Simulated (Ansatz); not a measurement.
Relaxed-ion elastic tensor of VIr3 (Cu3Au type, space group No. 221) in GPa (Voigt order), plane-wave PAW LDA (Ansatz code); density 19.41 g/cm³, 13.42 Å³ per atom.

```
610  253  253  0.0  0.0  0.0
253  610  253  0.0  0.0  0.0
253  253  610  0.0  0.0  0.0
0.0  0.0  0.0  298  0.0  0.0
0.0  0.0  0.0  0.0  298  0.0
0.0  0.0  0.0  0.0  0.0  298
```

**Question.** Is the crystal mechanically stable?

**Answer.** Yes: the smallest eigenvalue of C is 298 GPa.

**Question.** Work out the Voigt, Reuss and Hill averages.

**Answer.** K_V = 372, K_R = 372, K_H = 372; G_V = 250, G_R = 235, G_H = 242 GPa.

**Question.** Give Young's modulus, Poisson's ratio, Pugh's ratio and the universal anisotropy index.

**Answer.** E = 9KG/(3K + G) = 597 GPa; ν = 0.23; K/G = 1.54 (brittle by the Pugh limit of 1.75); A_U = 5G_V/G_R + K_V/K_R − 6 = 0.32.

**Question.** Estimate the sound speeds and the Debye temperature.

**Answer.** v_l = √((K + 4G/3)/ρ) = 5980 m/s, v_t = √(G/ρ) = 3530 m/s, mean 3910 m/s; Θ = (h/k)(3n/4πV)^(1/3) v_m = 490 K.

**Question.** Give the Zener ratio and Young's modulus along [100], [110] and [111].

**Answer.** A = 2C44/(C11 − C12) = 1.67; 1/E = S11 − 2(S11 − S12 − S44/2)Γ with Γ = 0, 1/4, 1/3 gives 461, 623, 705 GPa.

Space group Pm-3m (Cu3Au type). The workflow started from a Materials Project entry (that database holds measured and hypothetical structures alike); the Crystallography Open Database files this formula in space group No. 221, but the cells were not matched. Its standing as an ambient phase is unchecked. The LDA relaxation kept the symmetry of its start; of distortions, only those at the zone centre were tested. The run is not spin-polarised. As this level gives no gap, shear constants depend on the k-mesh and smearing (Fermi–Dirac, 0.1 eV here). Spin–orbit coupling is left out wherever it is not named.

Potentials: the earlier of the program's two PAW sets.
